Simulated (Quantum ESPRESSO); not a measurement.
Si6AsAl, input and log of a self-consistent run

A calculation, not a measurement. The program is pw.x of Quantum ESPRESSO 7.5 (plane-wave density functional theory). The cell is made up: 8 atoms on a zincblende/diamond lattice, with randomly drawn elements, strain and displacements, not relaxed. PseudoDojo standard norm-conserving files (v0.5 for PBE, v0.4.1 for LDA and PBEsol) set the functional; there is no spin polarisation, spin-orbit coupling or dispersion term, and the masses in the input are unused placeholders.

Input:

```
&control calculation='scf', pseudo_dir='./dojo.nc.sr.pbe.v0_5.standard.upf', outdir='./o', disk_io='medium', tprnfor=.true., tstress=.true. /
&system ibrav=0, nat=8, ntyp=3, nbnd=31, ecutwfc=84.00895049, nosym=.true., tot_charge=0,
 occupations='smearing', smearing='fd', degauss=0.0073498644
/
&electrons conv_thr=7.350e-09, electron_maxstep=60, /
ATOMIC_SPECIES
Al 1.0 Al.upf
As 1.0 As.upf
Si 1.0 Si.upf
CELL_PARAMETERS angstrom
5.5861 0.0445 0.028
0.0445 5.5868 -0.0779
0.028 -0.0779 5.5832
ATOMIC_POSITIONS angstrom
Si -0.0211 -0.0033 -0.0031
Si 0.016 2.6626 2.8214
Si 2.8846 -0.0236 2.8429
Si 2.8988 2.9294 -0.1183
Si 1.3405 1.3891 1.522
Si 1.4921 4.1511 4.1771
As 4.1492 1.4186 4.2409
Al 4.1553 4.1508 1.3116
K_POINTS automatic
6 6 6 1 1 1
```

The log is shortened where brackets say so; the opening notice, blank lines, dates and the lines on written files are dropped, and the path of the files is cut. It prints rydbergs, bohrs and kilobars, and counts compression as positive stress.

```
     Program PWSCF v.7.5
     Parallel version (MPI & OpenMP), running on       1 processor cores
     Number of MPI processes:                 1
     Threads/MPI process:                     1
     [start-up lines left out]
     bravais-lattice index     =            0
     lattice parameter (alat)  =      10.5567  a.u.
     unit-cell volume          =    1175.5149 (a.u.)^3
     number of atoms/cell      =            8
     number of atomic types    =            3
     number of electrons       =        42.00
     number of Kohn-Sham states=           31
     kinetic-energy cutoff     =      84.0090  Ry
     charge density cutoff     =     336.0358  Ry
     scf convergence threshold =      7.3E-09
     mixing beta               =       0.7000
     number of iterations used =            8  plain     mixing
     Exchange-correlation= PBE
                           (   1   4   3   4   0   0   0)
     [axes and pseudopotential details left out]
   Cartesian axes
     site n.     atom                  positions (alat units)
         1        Si     tau(   1) = (  -0.0037771  -0.0005907  -0.0005549  )
         2        Si     tau(   2) = (   0.0028641   0.4766263   0.5050527  )
         3        Si     tau(   3) = (   0.5163660  -0.0042246   0.5089014  )
         4        Si     tau(   4) = (   0.5189079   0.5243856  -0.0211766  )
         5        Si     tau(   5) = (   0.2399600   0.2486598   0.2724499  )
         6        Si     tau(   6) = (   0.2670976   0.7430795   0.7477337  )
         7        As     tau(   7) = (   0.7427393   0.2539405   0.7591544  )
         8        Al     tau(   8) = (   0.7438313   0.7430258   0.2347867  )
     number of k points=   108  Fermi-Dirac smearing, width (Ry)=  0.0073
     Number of k-points >= 100: set verbosity='high' to print them.
     Dense  grid:   122279 G-vectors     FFT dimensions: (  64,  64,  64)
     Estimated max dynamical RAM per process >     150.70 MB
     Initial potential from superposition of free atoms
     starting charge      41.9936, renormalised to      42.0000
     Starting wfcs are   37 randomized atomic wfcs
     total cpu time spent up to now is       25.7 secs
     per-process dynamical memory:   104.6 Mb
     Self-consistent Calculation
     iteration #  1     ecut=    84.01 Ry     beta= 0.70
     Davidson diagonalization with overlap
     ethr =  1.00E-02,  avg # of iterations =  4.2
     Threshold (ethr) on eigenvalues was too large:
     Diagonalizing with lowered threshold
     Davidson diagonalization with overlap
     ethr =  5.46E-04,  avg # of iterations =  4.3
     total cpu time spent up to now is      171.9 secs
     total energy              =    -267.38904633 Ry
     estimated scf accuracy    <       0.24968143 Ry
     iteration #  2     ecut=    84.01 Ry     beta= 0.70
     Davidson diagonalization with overlap
     ethr =  5.94E-04,  avg # of iterations =  2.5
     total cpu time spent up to now is      232.5 secs
     total energy              =    -267.39962843 Ry
     estimated scf accuracy    <       0.07713957 Ry
     iteration #  3     ecut=    84.01 Ry     beta= 0.70
     Davidson diagonalization with overlap
     ethr =  1.84E-04,  avg # of iterations =  4.6
     total cpu time spent up to now is      297.4 secs
     total energy              =    -267.42168526 Ry
     estimated scf accuracy    <       0.02484322 Ry
     iteration #  4     ecut=    84.01 Ry     beta= 0.70
     Davidson diagonalization with overlap
     ethr =  5.92E-05,  avg # of iterations =  4.6
     total cpu time spent up to now is      359.7 secs
     total energy              =    -267.42607305 Ry
     estimated scf accuracy    <       0.00085196 Ry
     iteration #  5     ecut=    84.01 Ry     beta= 0.70
     Davidson diagonalization with overlap
     c_bands:  1 eigenvalues not converged
     c_bands:  1 eigenvalues not converged
     ethr =  2.03E-06,  avg # of iterations = 11.2
     total cpu time spent up to now is      458.1 secs
     total energy              =    -267.42635692 Ry
     estimated scf accuracy    <       0.00008993 Ry
     iteration #  6     ecut=    84.01 Ry     beta= 0.70
     Davidson diagonalization with overlap
     ethr =  2.14E-07,  avg # of iterations =  2.2
     total cpu time spent up to now is      515.1 secs
     total energy              =    -267.42637649 Ry
     estimated scf accuracy    <       0.00000692 Ry
     iteration #  7     ecut=    84.01 Ry     beta= 0.70
     Davidson diagonalization with overlap
     ethr =  1.65E-08,  avg # of iterations =  2.5
     total cpu time spent up to now is      574.8 secs
     total energy              =    -267.42637812 Ry
     estimated scf accuracy    <       0.00000097 Ry
     iteration #  8     ecut=    84.01 Ry     beta= 0.70
     Davidson diagonalization with overlap
     ethr =  2.30E-09,  avg # of iterations =  2.5
     total cpu time spent up to now is      633.2 secs
     total energy              =    -267.42637840 Ry
     estimated scf accuracy    <       0.00000007 Ry
     iteration #  9     ecut=    84.01 Ry     beta= 0.70
     Davidson diagonalization with overlap
     ethr =  1.64E-10,  avg # of iterations =  3.9
     total cpu time spent up to now is      702.0 secs
     total energy              =    -267.42637843 Ry
     estimated scf accuracy    <       0.00000002 Ry
     iteration # 10     ecut=    84.01 Ry     beta= 0.70
     Davidson diagonalization with overlap
     ethr =  4.77E-11,  avg # of iterations =  2.0
     total cpu time spent up to now is      757.6 secs
     End of self-consistent calculation
     Number of k-points >= 100: set verbosity='high' to print the bands.
     the Fermi energy is     6.2108 ev
!    total energy              =    -267.42637843 Ry
     estimated scf accuracy    <          3.0E-09 Ry
     smearing contrib. (-TS)   =      -0.00153054 Ry
     internal energy E=F+TS    =    -267.42484789 Ry
     The total energy is F=E-TS. E is the sum of the following terms:
     one-electron contribution =    -159.80503086 Ry
     hartree contribution      =      96.49441075 Ry
     xc contribution           =     -68.03029457 Ry
     ewald contribution        =    -136.08393321 Ry
     convergence has been achieved in  10 iterations
     Forces acting on atoms (cartesian axes, Ry/au):
     atom    1 type  3   force =     0.01795790   -0.00173613    0.03821076
     atom    2 type  3   force =    -0.00397118    0.07387536   -0.00462447
     atom    3 type  3   force =    -0.06463438   -0.00341585   -0.01388463
     atom    4 type  3   force =    -0.10645552   -0.02203187    0.05118685
     atom    5 type  3   force =     0.05152819   -0.02688255   -0.05490979
     atom    6 type  3   force =    -0.01816556    0.00763203   -0.03534175
     atom    7 type  2   force =     0.04969081   -0.04746700   -0.02132410
     atom    8 type  1   force =     0.07404973    0.02002601    0.04068712
     Total force =     0.216443     Total SCF correction =     0.000096
     Computing stress (Cartesian axis) and pressure
          total   stress  (Ry/bohr**3)                   (kbar)     P=       10.01
   0.00003090  -0.00016180  -0.00009170            4.55      -23.80      -13.49
  -0.00016180   0.00006976   0.00031604          -23.80       10.26       46.49
  -0.00009170   0.00031604   0.00010349          -13.49       46.49       15.22
     init_run     :     24.49s CPU     25.60s WALL (       1 calls)
     electrons    :    706.32s CPU    731.90s WALL (       1 calls)
     forces       :     13.55s CPU     13.71s WALL (       1 calls)
     stress       :     45.92s CPU     50.84s WALL (       1 calls)
     [timing details left out]
     PWSCF        :  13m10.63s CPU  13m43.02s WALL
     JOB DONE.
```

In other units: free energy -3638.521 eV for the cell, pressure 1.00 GPa, largest force component 2.737 eV/Å. A rerun of this cell at 1437 eV and a 8 x 8 x 8 mesh moved values by no more than 0.002 eV in energy, 0.02 GPa in stress and 0.003 eV/Å in force.